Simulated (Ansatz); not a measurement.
# Ge, ST12: geometry optimisation

Theory: DFT, LDA (PW92), plane waves (420 eV) with PAW, scalar-relativistic (Ansatz 0.2.0). (PAW data from PBE, frozen cores regenerated.)

k-point mesh 3×3×3, Fermi-Dirac smearing 0.05 eV, no spin polarisation. Cell and atoms relax.

Starting structure:

```xyz
12
Lattice="5.9300 0.0000 0.0000 0.0000 5.9300 0.0000 0.0000 0.0000 6.9800" Properties=species:S:1:pos:R:3 pbc="T T T"
Ge    0.5408    0.5408    0.0000
Ge    2.4242    3.5058    5.2350
Ge    5.3892    5.3892    3.4900
Ge    3.5058    2.4242    1.7450
Ge    1.0259    2.2439    1.7352
Ge    0.7211    3.9909    6.9702
Ge    4.9041    3.6861    5.2252
Ge    5.2089    1.9391    3.4802
Ge    3.9909    0.7211    0.0098
Ge    3.6861    4.9041    1.7548
Ge    1.9391    5.2089    3.4998
Ge    2.2439    1.0259    5.2448
```

Task: The pressure at the start is -1.5 GPa. By how much does the volume change?

Result: From 20.45 to 19.81 Å³ per atom, -3.2 %. The final cell has a = 5.855 Å, c = 6.933 Å (c/a = 1.184).

Task: How much energy does the relaxation gain?

Result: 8.6 meV per atom.
